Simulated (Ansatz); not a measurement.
Ansatz (a quantum-chemistry and plane-wave program) input:

Ansatz 0.2 input:
```yaml
crystal:
  lattice:
    - [-1.7780917121, 1.7780917121, 1.7780917121]
    - [1.7780917121, -1.7780917121, 1.7780917121]
    - [1.7780917121, 1.7780917121, -1.7780917121]
  atoms:
    - { symbol: Mg, position: [0.0, 0.0, 0.0] }
kpoints:
  mp_grid: { grid: [34, 34, 34] }
hamiltonian:
  xc: pbesol
  pseudopotentials: { azcp: { folder: ./paw }, kind: paw }
scf:
  occupations: { method: fermi_dirac, width: 0.1 }
elastic: { mode: relaxed_ion, stencil: two_point, amplitude: 0.005, f_tol: 0.0005 }
```

Output (shortened):

```
Pseudopotential: Mg, paw, valence charge 10
Functional definition: PBEsol
Crystal: 1 atoms, lattice volume = 22.487 Å³
Basis set: ecut = 420 eV, 429 PW (Γ), exchange–correlation on 48×48×48 points (8 copies of the dense FFT grid, shifted against one another)
Bands: 9, of which v1, the nominal top of the filled ones, is band 5 counted from 1 (4 counted from 0)
Symmetry: 48 space group operations
Space group: Im-3m (ITA 229), of the structure as read, at distance tolerance 2.8e-5 Å
k-points: 1059 of 39304
SCF iter   1: F=—  HF=-1912.047759 eV  |F-HF|=—  |Δ(HF+E_count)|=         —  Δρ=1.41e-2  dr2=6.05e-2  ethr=3.10e-3  ⟨swp⟩=5.9  Hψ=69553  notcnv=0
preconditioner: auto → none
SCF iter   2: F=—  HF=-1912.034072 eV  |F-HF|=—  |Δ(HF+E_count)|=   1.37e-2  Δρ=6.36e-3  dr2=1.23e-2  ethr=6.05e-4  ⟨swp⟩=2.0  Hψ=21984  notcnv=0  defer=2
SCF iter   3: F=—  HF=-1912.030971 eV  |F-HF|=—  |Δ(HF+E_count)|=   3.10e-3  Δρ=3.72e-4  dr2=3.22e-5  ethr=1.23e-4  ⟨swp⟩=1.8  Hψ=10868  notcnv=0  defer=2
SCF iter   4: F=—  HF=-1912.030968 eV  |F-HF|=—  |Δ(HF+E_count)|=   2.62e-6  Δρ=5.39e-5  dr2=2.59e-7  ethr=3.22e-7  ⟨swp⟩=2.4  Hψ=14407  notcnv=0  defer=2
SCF iter   5: F=—  HF=-1912.030968 eV  |F-HF|=—  |Δ(HF+E_count)|=   9.84e-8  Δρ=3.36e-6  dr2=1.03e-9  ethr=2.59e-9  ⟨swp⟩=2.3  Hψ=14974  notcnv=0  defer=2
SCF iter   6: F=—  HF=-1912.030968 eV  |F-HF|=—  |Δ(HF+E_count)|=   1.26e-9  Δρ=3.58e-7  dr2=6.28e-12  ethr=1.03e-11  ⟨swp⟩=2.0  Hψ=14921  notcnv=0  defer=2
SCF iter   7: F=-1912.030968 eV  HF=-1912.030968 eV  |F-HF|=2.27e-13  |Δ(HF+E_count)|=  2.36e-11  Δρ=1.08e-8  dr2=9.72e-15  ethr=1.00e-12  ⟨swp⟩=5.9  Hψ=44613  notcnv=0
SCF 1 converged in 7 iterations: F = -1912.030968 eV  dr2 = 9.72e-15
Crystal: 1 atoms, lattice volume = 22.374 Å³
Symmetry: 16 space group operations
k-points: 2844 of 39304
iter 1 solved again at ethr=1.46e-8 eV; its pass at ethr=3.10e-3 eV (dr2=1.46e-6 eV) is discarded
SCF iter   1: F=—  HF=-1912.030902 eV  |F-HF|=—  |Δ(HF+E_count)|=         —  Δρ=6.73e-5  dr2=8.48e-7  ethr=1.46e-8  ⟨swp⟩=3.2  Hψ=256509  notcnv=0  defer=4
preconditioner: auto → none
SCF iter   2: F=—  HF=-1912.030899 eV  |F-HF|=—  |Δ(HF+E_count)|=   2.67e-6  Δρ=3.31e-5  dr2=1.95e-7  ethr=8.48e-9  ⟨swp⟩=1.0  Hψ=25592  notcnv=0  defer=4
SCF iter   3: F=—  HF=-1912.030899 eV  |F-HF|=—  |Δ(HF+E_count)|=   1.43e-7  Δρ=8.59e-7  dr2=9.80e-11  ethr=1.95e-9  ⟨swp⟩=1.8  Hψ=28830  notcnv=0  defer=4
SCF iter   4: F=—  HF=-1912.030899 eV  |F-HF|=—  |Δ(HF+E_count)|=  8.28e-11  Δρ=7.77e-8  dr2=6.93e-13  ethr=9.80e-13 (applied; sched 1.00e-12)  ⟨swp⟩=2.1  Hψ=40310  notcnv=0  defer=4
SCF iter   5: F=-1912.030899 eV  HF=-1912.030899 eV  |F-HF|=0.00e0  |Δ(HF+E_count)|=  1.82e-12  Δρ=6.59e-9  dr2=2.62e-15  ethr=1.00e-12  ⟨swp⟩=4.7  Hψ=82498  notcnv=0
SCF 2 converged in 5 iterations: F = -1912.030899 eV  dr2 = 2.62e-15
Crystal: 1 atoms, lattice volume = 22.599 Å³
iter 1 solved again at ethr=1.28e-9 eV; its pass at ethr=3.10e-3 eV (dr2=1.28e-7 eV) is discarded
SCF iter   1: F=—  HF=-1912.030932 eV  |F-HF|=—  |Δ(HF+E_count)|=         —  Δρ=1.65e-4  dr2=1.28e-7  ethr=1.28e-9  ⟨swp⟩=2.0  Hψ=235993  notcnv=0  defer=4
preconditioner: auto → none
SCF iter   2: F=—  HF=-1912.030916 eV  |F-HF|=—  |Δ(HF+E_count)|=   1.53e-5  Δρ=8.26e-5  dr2=3.19e-8  ethr=1.28e-9  ⟨swp⟩=1.0  Hψ=25592  notcnv=0  defer=4
SCF iter   3: F=—  HF=-1912.030912 eV  |F-HF|=—  |Δ(HF+E_count)|=   4.35e-6  Δρ=2.29e-7  dr2=3.66e-12  ethr=3.19e-10  ⟨swp⟩=1.0  Hψ=25794  notcnv=0  defer=4
SCF iter   4: F=—  HF=-1912.030912 eV  |F-HF|=—  |Δ(HF+E_count)|=  2.07e-11  Δρ=4.03e-8  dr2=1.84e-13  ethr=1.00e-12  ⟨swp⟩=5.7  Hψ=90603  notcnv=0
SCF iter   5: F=-1912.030912 eV  HF=-1912.030912 eV  |F-HF|=4.55e-13  |Δ(HF+E_count)|=  1.14e-12  Δρ=1.32e-8  dr2=1.98e-14  ethr=1.00e-12  ⟨swp⟩=3.9  Hψ=68671  notcnv=0
SCF 3 converged in 5 iterations: F = -1912.030912 eV  dr2 = 1.98e-14
Crystal: 1 atoms, lattice volume = 22.486 Å³
Symmetry: 8 space group operations
k-points: 5373 of 39304
iter 1 solved again at ethr=6.53e-9 eV; its pass at ethr=3.10e-3 eV (dr2=6.53e-7 eV) is discarded
SCF iter   1: F=—  HF=-1912.030916 eV  |F-HF|=—  |Δ(HF+E_count)|=         —  Δρ=5.42e-5  dr2=6.77e-7  ethr=6.53e-9  ⟨swp⟩=3.1  Hψ=484503  notcnv=0  defer=9
preconditioner: auto → none
SCF iter   2: F=—  HF=-1912.030913 eV  |F-HF|=—  |Δ(HF+E_count)|=   2.33e-6  Δρ=2.56e-5  dr2=1.41e-7  ethr=6.53e-9  ⟨swp⟩=1.0  Hψ=48348  notcnv=0  defer=9
SCF iter   3: F=—  HF=-1912.030913 eV  |F-HF|=—  |Δ(HF+E_count)|=   8.82e-9  Δρ=9.59e-7  dr2=4.10e-11  ethr=1.41e-9  ⟨swp⟩=1.0  Hψ=48348  notcnv=0  defer=9
SCF iter   4: F=—  HF=-1912.030913 eV  |F-HF|=—  |Δ(HF+E_count)|=  5.66e-11  Δρ=1.30e-7  dr2=6.70e-13  ethr=4.10e-13 (applied; sched 1.00e-12)  ⟨swp⟩=2.0  Hψ=76287  notcnv=0  defer=9
SCF iter   5: F=-1912.030913 eV  HF=-1912.030913 eV  |F-HF|=4.55e-13  |Δ(HF+E_count)|=  6.82e-13  Δρ=2.15e-8  dr2=3.25e-14  ethr=1.00e-12  ⟨swp⟩=4.9  Hψ=157307  notcnv=0
SCF 4 converged in 5 iterations: F = -1912.030913 eV  dr2 = 3.25e-14
Crystal: 1 atoms, lattice volume = 22.486 Å³
iter 1 solved again at ethr=1.67e-11 eV; its pass at ethr=3.10e-3 eV (dr2=1.67e-9 eV) is discarded
SCF iter   1: F=—  HF=-1912.030916 eV  |F-HF|=—  |Δ(HF+E_count)|=         —  Δρ=2.34e-6  dr2=1.68e-9  ethr=1.67e-11  ⟨swp⟩=2.3  Hψ=460685  notcnv=0  defer=9
preconditioner: auto → none
SCF iter   2: F=—  HF=-1912.030913 eV  |F-HF|=—  |Δ(HF+E_count)|=   2.28e-6  Δρ=1.10e-6  dr2=3.60e-10  ethr=1.67e-11  ⟨swp⟩=1.1  Hψ=49175  notcnv=0  defer=9
SCF iter   3: F=—  HF=-1912.030913 eV  |F-HF|=—  |Δ(HF+E_count)|=  6.89e-11  Δρ=5.46e-8  dr2=1.88e-13  ethr=3.60e-12  ⟨swp⟩=1.0  Hψ=48348  notcnv=0  defer=9
SCF iter   4: F=-1912.030913 eV  HF=-1912.030913 eV  |F-HF|=6.82e-13  |Δ(HF+E_count)|=  6.82e-13  Δρ=1.45e-8  dr2=1.46e-14  ethr=1.00e-12  ⟨swp⟩=4.9  Hψ=157237  notcnv=0
SCF 5 converged in 4 iterations: F = -1912.030913 eV  dr2 = 1.46e-14
SCF converged after 7 iterations
Free energy (F): -1912.030968 eV
Harris-Foulkes:  -1912.030968 eV  (|F-HF|=2.27e-13)
Internal energy: -1912.016910 eV  (E = F + TS)
E sigma→0 (E₀):  -1912.023939 eV
Entropy (-TS):   -0.014058 eV (-14.058 meV/atom)
Fermi energy:    5.768332 eV
--- Per-component energies (eV) ---
  E_band       = -355.001246
  E_kinetic    = 69.287968
  E_local      = -1705.392772  (includes V_loc(G=0)·N_el)
  E_nonlocal   = 196.029176
  E_hartree    = 580.619308
  E_xc         = -25.741195
  E_vxc        = -33.358559  (∫ρ·V_xc dr)
  E_paw        = -290.081587  (= ΣΔE_a)
  E_vpaw       = -42.805526  (= ΣTr[D̂ρ^β])
  E_aug_tail   = -0.000150  (compensation charges beyond the density's cutoff)
  E_ewald      = -736.796521
  E_core_change = 0.058862  (= ΣΔE_core)
  E_smearing   = -0.014058  (= −TS)
  E_closure    = 0.000000  (closes the sum)
  Σ components = -1912.030968   (vs F -1912.030968, Δ=0.00e0)
  [band-id]    e_kinetic+e_local+e_nonlocal+2·e_hartree+e_vxc+e_vpaw+e_augmentation_tail = -355.001246   (vs E_band -355.001246, Δ=3.40e-7)
--- Forces (eV/Å), atoms counted from 1 ---
  atom   1  Mg     0.00000000     0.00000000     0.00000000
  max |Σ_I F_I| component: 0.0 eV/Å
--- Stress (GPa, compression-positive) ---
        0.008199       0.000000       0.000000
        0.000000       0.008199       0.000000
        0.000000       0.000000       0.008199
  P = ⅓ Tr σ = 0.0082 GPa (0.082 kbar)
--- Band table (eV; the first three rows and the last of 1059) ---
  k-point 0: bands = ["-69.9157", "-36.8391", "-36.8391", "-36.8391", "-1.2791", "18.8752", "18.8752", "18.8752", "20.9212"]
  k-point 1: bands = ["-69.9156", "-36.8394", "-36.8392", "-36.8391", "-1.2584", "18.6094", "18.7540", "18.7612", "20.5509"]
  k-point 2: bands = ["-69.9156", "-36.8403", "-36.8395", "-36.8391", "-1.1962", "17.8933", "18.4453", "18.4823", "20.0548"]
  k-point 1058: bands = ["-69.9092", "-36.8662", "-36.8662", "-36.8662", "9.6528", "9.6528", "9.6528", "9.7606", "9.7606"]
--- Elastic constants: 2 strain directions × 2 members + reference (group order 48) ---
  dense FFT box of the reference and of every strained cell: 24×24×24
  strains applied: 11, 23; error gains: componentwise 1.00 (the most a stress slope's error grows in a printed constant), spectral 1.73 (1 for all six strains …
  C = ∂σ_k/∂η_j (tension-positive GPa; Voigt order 11 22 33 23 13 12):
        35.588     36.840     36.840      0.000      0.000      0.000
        36.840     35.588     36.840      0.000      0.000      0.000
        36.840     36.840     35.588      0.000      0.000      0.000
         0.000      0.000      0.000     31.172      0.000      0.000
         0.000      0.000      0.000      0.000     31.172      0.000
         0.000      0.000      0.000      0.000      0.000     31.172
  reference stress σ⁰ (GPa):     -0.008     -0.008     -0.008      0.000      0.000      0.000
  C* (energy form; C + prestress term) asymmetry max|C*_kj − C*_jk| = 7.105e-15 GPa — a small one proves nothing (zero by symmetry where the batch's group is …
  moduli (Voigt/Reuss/Hill, GPa): K = 36.42/36.42/36.42   G = 18.45/-1.61/8.42   E = 23.45   ν = 0.393
  mechanically stable: NO (min eigenvalue of sym C = -1.25 GPa)
  where every solve meets its electron count the energy-path curvature estimates C_jj along a normal strain and C_jj − ¼(σ⁰_aa + σ⁰_bb) along a shear (ab), of …
  strain η (Voigt 11):  stress-route row diagonal C_11 = 35.59 GPa, energy-path curvature d²(F+E_count+ΔE)/dδ²/Ω₀ = 35.63 GPa
         δ    σ_11 (GPa)             F (eV)   n_scf  n_hpsi   n_pw
    -5.000e-3      -0.1898       -1912.0308988       5  473437    466   relax 0 steps, max|allowed force component| 0.00e0 eV/Å
     5.000e-3       0.1661       -1912.0309121       5  486335    466   relax 0 steps, max|allowed force component| 0.00e0 eV/Å
  strain η (Voigt 23):  stress-route row diagonal C_44 = 31.17 GPa, energy-path curvature d²(F+E_count+ΔE)/dδ²/Ω₀ = 31.17 GPa
         δ    σ_23 (GPa)             F (eV)   n_scf  n_hpsi   n_pw
    -5.000e-3      -0.1559       -1912.0309133       5  889685    466   relax 0 steps, max|allowed force component| 0.00e0 eV/Å
     5.000e-3       0.1559       -1912.0309133       4  790375    466   relax 0 steps, max|allowed force component| 0.00e0 eV/Å
```

Cost: very roughly 5 core-minutes on shared cores.

The workflow started from a Materials Project entry (that database holds measured and hypothetical structures alike); the Crystallography Open Database copy checked does not list it. It is not the phase usual at ambient conditions (space group No. 194). Symmetry was held in the PBEsol relaxation. At this level the phase is mechanically unstable. As this level gives no gap, shear constants depend on the k-mesh and smearing (Fermi–Dirac, 0.1 eV here).

Potentials: the earlier of the program's two PAW sets. The files were generated under PBE; for other functionals the program regenerates the frozen cores, and for LDA and PBEsol the local potential too.

Ansatz is a plane-wave DFT program.
